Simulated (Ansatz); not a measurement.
**Relaxing Ag (fcc)**

**What was measured.** A measured cell of cubic Ag (space group Fm-3m) at 293 K, from the Crystallography Open Database (1988, doi:10.1007/BF01174717), has a = 4.086 Å and 17.05 Å³/atom.

Level of theory: DFT, LDA, scalar-relativistic, no spin polarisation; plane waves to 420 eV with PAW datasets (Ansatz 0.2.0), Γ-centred 18×18×18 mesh, 0.05 eV Gaussian smearing. The datasets are Ansatz's generated set soft_2.

The start, 0 % over the database's volume:

```xyz
1
Lattice="0.0000 2.0450 2.0450 2.0450 0.0000 2.0450 2.0450 2.0450 0.0000" Properties=species:S:1:pos:R:3 pbc="T T T"
Ag    0.0000    0.0000    0.0000
```

The first steps of the search for zero pressure:

```csv
run,level,k-mesh,kind,V (Å³/atom),P (GPa),gap on the mesh (eV)
1,LDA,18×18×18,fixed cell,17.10,-7.6,metal
2,LDA,18×18×18,fixed cell,16.24,-1.8,metal
```

Question: At which volume does LDA reach zero pressure?

Answer: About 16.0 Å³/atom, about 6 % under the start.

The steps that followed:

```csv
run,level,k-mesh,kind,V (Å³/atom),P (GPa),E − E(final) (meV/atom),gap on the mesh (eV)
3,LDA,18×18×18,fixed cell,16.01,0.1,0.0,metal
```

The cell is relaxed to zero pressure at this level.

The final structure (symmetry read at 0.01 Å). It takes space group Fm-3m (No. 225, cubic). The conventional cell has a = 4.001 Å, b = 4.001 Å, c = 4.001 Å, α = 90.00°, β = 90.00°, γ = 90.00°. Ag (site symmetry m-3m) is surrounded by 12 Ag at 2.83 Å. (Neighbours are counted to 15 % beyond the shortest distance.)

At the final geometry the gap, band path included, is zero (metallic). 

**Reading the result.**

With 19 valence electrons in the calculation's cell and no magnetic order, the bands, two electrons each, can't all be full or empty: band theory demands a metal.

**Comparison.** The computed cell (4.001 Å, 16.01 Å³/atom) differs from the database's by −6.1 % in volume, about −2.1 % in length. LDA overbinds and usually gives cells that are too small.
